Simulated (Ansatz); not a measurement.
BaLiF₃:
```yaml
crystal:
  lattice:
    - [3.98162, 0.00000, 0.00000]
    - [0.00000, 3.98162, 0.00000]
    - [0.00000, 0.00000, 3.98162]
  atoms:
    - { symbol: Ba, position: [0.00000, 0.00000, 0.00000] }
    - { symbol: Li, position: [0.50000, 0.50000, 0.50000] }
    - { symbol: F, position: [0.00000, 0.50000, 0.50000] }
    - { symbol: F, position: [0.50000, 0.00000, 0.50000] }
    - { symbol: F, position: [0.50000, 0.50000, 0.00000] }
```

r²SCAN (plane waves, PAW; program Ansatz) gives a gap of 7.40 eV without spin–orbit coupling, maximum at Γ, minimum at Γ.

**Question.** What happens when spin–orbit coupling is switched on?

**Answer.** The gap drops by 0.04 eV, to 7.36 eV; maximum at Γ, minimum at Γ.

**Question.** How large is the spin–orbit splitting of the valence top at Γ?

**Answer.** The fourfold level lies 0.14 eV above the split-off pair.

**Question.** Give the electron effective mass with spin–orbit coupling, band 1 of 2 at the edge.

**Answer.** 0.74 along [100], 0.65 along [110], 0.59 along [111] (mₑ).

**Question.** Give the electron effective mass with spin–orbit coupling, band 2 of 2 at the edge.

**Answer.** 0.49 along [100], 0.53 along [110], 0.59 along [111] (mₑ).

**Question.** Give the hole effective mass with spin–orbit coupling, band 1 of 2 at the edge.

**Answer.** 2.9 along [100], 5.9 along [110], 7.8 along [111] (mₑ).

**Question.** Give the hole effective mass with spin–orbit coupling, band 2 of 2 at the edge.

**Answer.** 1.2 along [100], 1.0 along [110], 0.97 along [111] (mₑ).

Space group Pm-3m (cubic perovskite). The workflow started from a Materials Project entry (that database holds measured and hypothetical structures alike); the Crystallography Open Database copy checked does not list it. Whether it is the stable phase at ambient conditions was not checked. The r²SCAN relaxation kept the symmetry of its start; its stability against distortions is not shown here.

Potentials: the later of the program's two PAW sets.
